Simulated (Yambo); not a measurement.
BSE-type run in Yambo on Ca$_{2}$RuH$_{6}$ (space group Fm-3m, No. 225), at finite momentum (a q point of the mesh, 0.93 1/Å).

Quantum ESPRESSO step (PBEsol, PseudoDojo standard norm-conserving files, scalar-relativistic):
```
&CONTROL
  calculation = 'nscf'
  pseudo_dir = './pseudo'
  outdir = './out'
/
&SYSTEM
  ibrav = 0
  nat = 9
  ntyp = 3
  ecutwfc = 84.0
  ecutrho = 336.0
  occupations = 'fixed'
  force_symmorphic = .true.
  nbnd = 59
/
&ELECTRONS
  conv_thr = 9.000000000000001e-09
  diago_full_acc = .true.
  diago_thr_init = 1e-08
/
ATOMIC_SPECIES
H 1.0080 H.upf
Ca 40.0780 Ca.upf
Ru 101.0700 Ru.upf
CELL_PARAMETERS angstrom
  0.000000000000   3.596685000000   3.596685000000
  3.596685000000   0.000000000000   3.596685000000
  3.596685000000   3.596685000000   0.000000000000
ATOMIC_POSITIONS crystal
H   0.762900000000   0.762900000000   0.237100000000
H   0.237100000000   0.237100000000   0.762900000000
H   0.237100000000   0.762900000000   0.762900000000
H   0.762900000000   0.237100000000   0.237100000000
H   0.762900000000   0.237100000000   0.762900000000
H   0.237100000000   0.762900000000   0.237100000000
Ca   0.750000000000   0.750000000000   0.750000000000
Ca   0.250000000000   0.250000000000   0.250000000000
Ru   0.000000000000   0.000000000000   0.000000000000
K_POINTS automatic
8 8 8 0 0 0
```

Yambo input:
```
rim_cut
optics
bse
bss
dipoles
em1s
RandQpts= 1000000
RandGvec= 1 Ry
FFTGvecs= 40 Ry
Chimod= "HARTREE"
BSKmod= "SEX"
BSEmod= "resonant"
BSSmod= "hs"
BSENGexx= 15 Ry
BSENGBlk= 3 Ry
% KfnQP_E
 1.347 | 1.0 | 1.0 |
%
% BSEQptR
 20 | 20 |
%
% BSEBands
 19 | 23 |
%
% BEnRange
 0.0 | 8.7 | eV
%
% BDmRange
 0.15 | 0.15 | eV
%
BEnSteps= 174
% BLongDir
 1.0 | 0.0 | 0.0 |
%
BSHayTrs= -0.02
BSSNEig= 24
WRbsWF
% BndsRnXs
 5 | 54 |
%
NGsBlkXs= 3 Ry
% LongDrXs
 1.0 | 1.0 | 1.0 |
%
```

From the report:

The dimension is k points × valence × conduction bands = 512 × 3 × 2 = 3072.
```
   [SLEPC] Approach                          : Krylov-Schur
   [SLEPC] Number of requested eigenvalues   :  24
   [SLEPC] Number of eigenvalues        [NEV]:  24
    [K] Dimension                                    :  3072
    [K] Bands                                        :  19  23
    [K] Exchange res                                 : yes
    [K] Correlation res                              : yes
    [K] W interaction is bare                        : no
    [K] RL vectors exchange                          :   645
    [K] RL vectors correlation                       :   65
    [W] Matrix size                                  :   65
    [W] Bands                                        :    5   54
    [W] Coulomb Cutoff                               : none
    [W] Hxc Kernel                                   : HARTREE
```
Lowest eigenvalues (eV; in brackets the number of states within 2 meV): 3.12 (1), 3.22 (1), 3.24 (1), 3.32 (1), 3.33 (1), 3.34 (1). They depend on the mesh, which isn't converged, and on the G0W0 scissor.

Spin-orbit coupling is not included.

Geometry of the Materials Project entry, not relaxed at this level.

The structure is a Materials Project entry; no match was found in the copy of COD used, and its stability was not checked.
